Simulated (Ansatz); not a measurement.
Here is the system:

Nb2SnC:
```cif
data_C2Nb4Sn2
_chemical_formula_sum 'Nb4 Sn2 C2'
_space_group_name_H-M_alt 'P63/mmc'
_space_group_IT_number 194
_space_group_name_Hall '-P 6c 2c'
_cell_length_a 3.22979
_cell_length_b 3.22979
_cell_length_c 13.76681
_cell_angle_alpha 90.000
_cell_angle_beta 90.000
_cell_angle_gamma 120.000
loop_
_atom_site_label
_atom_site_type_symbol
_atom_site_symmetry_multiplicity
_atom_site_Wyckoff_symbol
_atom_site_fract_x
_atom_site_fract_y
_atom_site_fract_z
_atom_site_occupancy
Nb1 Nb 4 f 0.33333 0.66667 0.08278 1
Sn1 Sn 2 d 0.66667 0.33333 0.25000 1
C1 C 2 a 0.00000 0.00000 0.00000 1
```

This is the PBEsol-relaxed structure.

Question: All from the program Ansatz at the PBEsol level (PAW), unless another level is named. Predict the highest zone-centre frequency.

Answer: 649 cm⁻¹.

Question: Give the Poisson's ratio.

Answer: 0.28.

Question: And the zero-point energy?

Answer: 51.2 meV/atom.

Question: Predict the vibrational entropy at 300 K.

Answer: 25.9 J/(K·mol of atoms).

Space group P6_3/mmc. The workflow started from a Materials Project entry (that database holds measured and hypothetical structures alike); the Crystallography Open Database copy checked does not list it. Whether it is the stable phase at ambient conditions was not checked. The cell was relaxed with PBEsol under the symmetry of its start; phonons on a q-mesh show no instability. The run is not spin-polarised. As this level gives no gap, phonon frequencies hold no LO–TO term and depend on the k-mesh and smearing (Fermi–Dirac, 0.1 eV here). Spin–orbit coupling is left out wherever it is not named.

Potentials: the later of the program's two PAW sets.
